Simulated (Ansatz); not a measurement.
## Cu: energy along a strain

Cu, I4/mmm, a = 2.886 Å, c = 2.752 Å (as given, not relaxed at this level: -1.4 GPa). This isn't the element's structure at ambient conditions. Ansatz: PBEsol, PAW, 420 eV, Γ-centred 24×24×24 mesh on 1 atom, Gaussian smearing 0.15 eV; no spin polarisation. Cell vectors (Å): -1.443 1.443 1.376; 1.443 -1.443 1.376; 1.443 1.443 -1.376. The cell is strained by x per cent times the pattern (1 1 0 0 0 0) in the order xx yy zz yz xz xy (engineering shears), with fractional coordinates held. y is the free energy over the start, V0 = 11.458 Å³/atom. Points with a strain past 8.5 % were computed too (3) and aren't used here.

```tsv
x (%)	y (meV/atom)
-7.50	146.37
-5.00	56.04
-2.50	10.22
0.00	0.00
2.50	18.02
5.00	?
7.50	116.79
```

Q: Fit y = c1 x + c2 x² + c3 x³ to the other rows, get the stiffness along the pattern, and predict the missing energy.

A: Least squares on the rows shown. y = 2.1825 x + 2.3357 x² − 0.073665 x³. The clamped-ion stiffness p·C·p = 2 × 23.36 eV × 160.2 / 11.458 Å³ = 653 GPa (second derivative at the start, which stands under stress). At x = 5.00 the fit asked for gives 60.10 meV/atom. The run gave 58.59 meV/atom, so the fit is 1.51 meV/atom too high, 1 % of the span of the series, against an rms of 0.51 meV/atom on the fitted rows. With a term in x⁴ added, a fit to the same known rows predicts 58.40 meV/atom, so most of the miss is curvature that the known rows already hold.